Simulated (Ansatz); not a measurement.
A distorted cell of InP (zinc blende):

```xyz
2
Lattice="0.0000 2.9798 2.9798 2.9798 0.0000 2.9798 2.9798 2.9798 0.0000" Properties=species:S:1:pos:R:3 pbc="T T T"
P      4.4696     4.4696     4.4176
In     0.0000     0.0000     0.0000
```

Level of theory: PBE (plane waves to 420 eV, PAW, scalar-relativistic; Ansatz, a quantum-chemistry and plane-wave program). k mesh 8×8×8 (Γ-centred), Fermi-Dirac smearing 0.05 eV. The energy includes the smearing's −TS. Compression counts positive. InP was relaxed with its symmetry unable to fall.

### Question
Predict the force on every atom, in eV/Å.

### Answer
| atom | Fx | Fy | Fz |
|---|---|---|---|
| P1 | 0.000 | 0.000 | 0.376 |
| In2 | 0.000 | 0.000 | -0.376 |

### Question
Give the stress tensor in GPa and the pressure.

### Answer
```
   0.07    -1.08     0.00
  -1.08     0.07     0.00
   0.00     0.00     0.00
```
The pressure, a third of the trace, is 0.05 GPa.

### Question
In it atom 1 sits (0.000, 0.000, -0.052) Å away from its relaxed site. What is its energy relative to the relaxed cell?

### Answer
9.8 meV/cell.

(A displaced cell: forces are minus the slopes of the energy, force constants its curvatures, and phonons follow from these.)
